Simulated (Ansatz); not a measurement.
Input:

GeRh:
```
CELL_PARAMETERS angstrom
      3.65630     0.00000     0.00000
     -1.82815     3.16645     0.00000
      0.00000     0.00000     5.59260
ATOMIC_POSITIONS crystal
  Rh 0.00000 0.00000 0.00000
  Rh 0.00000 0.00000 0.50000
  Ge 0.33333 0.66667 0.25000
  Ge 0.66667 0.33333 0.75000
```

This is the PBE-relaxed structure.

### Question
All from plane-wave PAW PBE (Ansatz code), unless another level is named. Predict the electronic character.

### Answer
metallic (no gap).

### Question
What about the formation energy from the elements (no fitted shifts)?

### Answer
-0.47 eV/atom.

### Question
Next, the density of states at the Fermi level?

### Answer
0.36 states/eV per atom (mean over ±0.08 eV).

Space group P6_3/mmc (NiAs type). The cell is a constructed one: a structure type filled with these elements; neither database checked (COD, Materials Project) lists it. COD files the formula under space group No. 62, so this cell is another polymorph or a model. Its standing as an ambient phase is unchecked. The cell was relaxed with PBE under the symmetry of its start; whether a distortion lowers the energy is not shown. No spin polarisation was allowed. The references are the lowest solids computed at this level, not always the standard phases. Scalar-relativistic: spin–orbit coupling is off unless named, which matters more the heavier the elements.

Potentials: the later of the program's two PAW sets.
